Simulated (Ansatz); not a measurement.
ZnS with Fe replacing Zn: ⁵⁷Fe Mössbauer parameters

Cell: a supercell of ZnS (space group P6_3mc) built from a structure deposited in the COD, with the ions relaxed around the defect (PBE).

Space group P3m1 (No. 156); a = 7.6240, c = 18.6900 Å, γ = 120.00°.

```
site  Wyckoff  site symmetry       x       y       z
 Zn1       3d            .m.  0.6669  0.8334  0.9985
 Zn2       1c            3m.  0.6667  0.3333  0.9998
 Zn5       3d            .m.  0.6625  0.8312  0.5012
 Zn6       1c            3m.  0.6667  0.3333  0.5020
 Zn9       3d            .m.  0.8345  0.1655  0.1644
Zn12       1b            3m.  0.3333  0.6667  0.1646
Zn13       1a            3m.  0.0000  0.0000  0.6683
Zn14       3d            .m.  0.9999  0.4999  0.6676
  Fe       1a            3m.  0.0000  0.0000  0.3336
Zn18       3d            .m.  0.0049  0.5024  0.3345
Zn21       3d            .m.  0.8330  0.1670  0.8332
Zn24       1b            3m.  0.3333  0.6667  0.8333
 S25       3d            .m.  0.6665  0.8332  0.1250
 S26       1c            3m.  0.6667  0.3333  0.1272
 S29       3d            .m.  0.6676  0.8338  0.6249
 S30       1c            3m.  0.6667  0.3333  0.6257
 S33       3d            .m.  0.8363  0.1637  0.2923
 S36       1b            3m.  0.3333  0.6667  0.2900
 S37       1a            3m.  0.0000  0.0000  0.7924
 S38       3d            .m.  0.0003  0.5001  0.7918
 S41       1a            3m.  0.0000  0.0000  0.4550
 S42       3d            .m.  0.9985  0.4992  0.4579
 S45       3d            .m.  0.8329  0.1671  0.9585
 S48       1b            3m.  0.3333  0.6667  0.9584
```

One atom of each set is listed.

All values are calculated (Ansatz; DFT, PBE, plane waves and PAW, scalar-relativistic, collinear spin, 420 eV cutoff, Γ-centred 3×3×1 k-points, Fermi–Dirac smearing 0.01 eV, cell charge +1), not measured. Start moments as typed (μB): 5 on each Fe, none on the rest. The program fits them to the shells of the files, so those used differ somewhat.

Isomer shifts (against α-Fe) follow from the electron density at the nucleus, δ = α(ρ − ρ₀), with α = -0.366 mm s⁻¹ a₀³ and ρ₀ = 14904.00 a₀⁻³ from a line fitted to 10 measured compounds at this level of theory (rms miss 0.11 mm/s). ΔE_Q = ½eQV_zz(1 + η²/3)^½ with Q = 0.160 b for the 14.4 keV state. B_c is the Fermi-contact field along the atom's own moment; orbital and dipolar fields are not included.

Task: Where do the absorption lines lie when the magnetic splitting is averaged out (above the ordering temperature, with the gradients of this state)?

Result: Fe (1 atom a cell): δ = 0.24, |ΔE_Q| = 0.22 mm/s, a doublet at 0.13 and 0.36 mm/s.

Task: And the six lines of Fe from the contact field alone, leaving the quadrupole term aside?

Result: With |B_c| = 19.3 T and nuclear moments 0.090604 and -0.15532 μN the lines lie at -2.86, -1.56, -0.25, 0.73, 2.04, 3.35 mm/s, in the ratio 3:2:1:1:2:3 for a powder.

The defect repeats with the cell of 48 atoms, so it feels its images: sites between two images don't show the values beside a lone defect, and zeros or small values of η there can come from the images' arrangement. The relaxation keeps the site symmetry 3m of the start, so the impurity can move only along its axis; a distortion that would localise the partly filled state isn't explored. A uniform background compensates the cell's charge. The defect cell has no gap above 0.1 eV on its mesh, so the values can hang on the smearing and the k-mesh. With these PAW files V_zz is typically within 2 to 3 % of all-electron values, but misses above 10 % occur on Fe. Semilocal functionals underestimate the core's spin polarisation, so contact fields of ionic iron come out too small in magnitude. On Fe B_c is a small difference of large parts, and can be wrong severalfold and even in sign.

The relaxation (4 steps) took 6.6 min of wall time (25 min of CPU time) and 5.6 GiB at its peak, on 4 threads of Arm Neoverse V1 (aarch64; 8 cores open to the job, memory cap 10.0 GiB, no GPU), a shared host with a load of 0.3 a core.
